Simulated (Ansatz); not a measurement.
BeTe:
```yaml
crystal:
  lattice:
    - [0.00000, 2.80239, 2.80239]
    - [2.80239, 0.00000, 2.80239]
    - [2.80239, 2.80239, 0.00000]
  atoms:
    - { symbol: Be, position: [0.00000, 0.00000, 0.00000] }
    - { symbol: Te, position: [0.25000, 0.25000, 0.25000] }
```

Cartesian axes are those of the cell as given.

Give the proper piezoelectric stress tensor with relaxed ions from PBEsol in the plane-wave PAW code Ansatz.

In C/m², rows x, y, z, Voigt columns; mesh uncertainty up to 0.00.
```
 0.00   0.00   0.00  -0.18   0.00   0.00
 0.00   0.00   0.00   0.00  -0.18   0.00
 0.00   0.00   0.00   0.00   0.00  -0.18
```

The elastic tensor of the same run (GPa):

```
 100  40.4  40.4   0.0   0.0   0.0
40.4   100  40.4   0.0   0.0   0.0
40.4  40.4   100   0.0   0.0   0.0
 0.0   0.0   0.0  50.6   0.0   0.0
 0.0   0.0   0.0   0.0  50.6   0.0
 0.0   0.0   0.0   0.0   0.0  50.6
```

Convert to strain constants d = e·S.

In pC/N:
```
 0.0   0.0   0.0  -3.7   0.0   0.0
 0.0   0.0   0.0   0.0  -3.7   0.0
 0.0   0.0   0.0   0.0   0.0  -3.7
```

Space group F-43m (zinc blende). Symmetry was held in the PBEsol relaxation. Signs of piezoelectric constants follow the polarity of the cell as given. Spin–orbit coupling is left out wherever it is not named.

Potentials: the earlier of the program's two PAW sets. The files were generated under PBE; for other functionals the program regenerates the frozen cores, and for LDA and PBEsol the local potential too.
